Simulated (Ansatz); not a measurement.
BaZrO$_{3}$:
Space group Pm-3m (No. 221); a = b = c = 4.181 Å, α = β = γ = 90.00°

```csv
atom,site,symmetry,x,y,z
Ba,1a,m-3m,0.0000,0.0000,0.0000
Zr,1b,m-3m,0.5000,0.5000,0.5000
O,3c,4/mm.m,0.0000,0.5000,0.5000
```

This is the PBEsol-relaxed structure.

Task: All from the program Ansatz at the PBEsol level (PAW), unless another level is named. Predict the weight of the valence-edge state by species (Voronoi cells).

Result: O 98 %.

Task: Predict the weight of the conduction-edge state by species (Voronoi cells).

Result: Zr 58 %, O 33 %, Ba 9 %.

Task: Give the valence-band maximum.

Result: on the R–M line, 3 % of the way from R.

The PBEsol relaxation kept the symmetry of its start. No spin polarisation was allowed. Spin–orbit coupling is left out wherever it is not named.

Potentials: the later of the program's two PAW sets.
